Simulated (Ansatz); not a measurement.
A geometry of SnO away from equilibrium: the start of the relaxation of a relaxed SnO cell, doubled along one cell vector, shaken by Gaussian noise of σ = 0.08 Å a coordinate. Level of theory: r2SCAN (plane waves to 500 eV, PAW, scalar-relativistic; Ansatz, a quantum-chemistry and plane-wave program). Γ-centred k-mesh 4×8×3 on the run's cell (coarser than for final values), Fermi–Dirac smearing 0.05 eV.

```xyz
8
Lattice="6.6557 0.0000 0.0000 -1.6639 2.8820 0.0000 0.0000 0.0000 8.2186" Properties=species:S:1:pos:R:3 pbc="T T T"
O      0.1239     1.9189     0.7151
O      3.3752     1.8763     0.5442
O      1.6368     0.7848     4.8313
O      4.9790     0.9496     4.8163
Sn    -0.0574     0.1348     7.9955
Sn     3.3111    -0.1016     7.9713
Sn     0.0182    -0.1092     3.8209
Sn     3.3288     0.1216     3.7368
```

Problem. Predict the force on each atom, in eV/Å.

Solution. 
```
atom     Fx     Fy     Fz
----  -----  -----  -----
O1    -1.43   0.32   2.01
O2    -0.11  -0.04   1.71
O3     0.26   0.49  -0.63
O4     0.07  -0.40   0.34
Sn5    0.65  -1.19  -1.54
Sn6    0.87   0.89  -2.24
Sn7    0.17   0.88  -0.10
Sn8   -0.48  -0.96   0.45
```

Problem. What is the pressure?

Solution. +4.2 GPa, compression positive.

Problem. How far above the relaxed end point is this geometry?

Solution. 0.09 eV/atom; the path ends in P6₃mc (No. 186) (AFLOW prototype AB_hP4_186_b_a (B12, as in BN)).

No spin polarisation in the result. No dispersion correction is included, so spacings between layers, chains or molecules are soft and tend to come out too large.

The end of the path is a generated cell of SnO: the first start was made by placing the elements on the sites of a structure type, and the end was not matched to a known phase here, so it may be hypothetical. Known forms of SnO include space group No. 129.
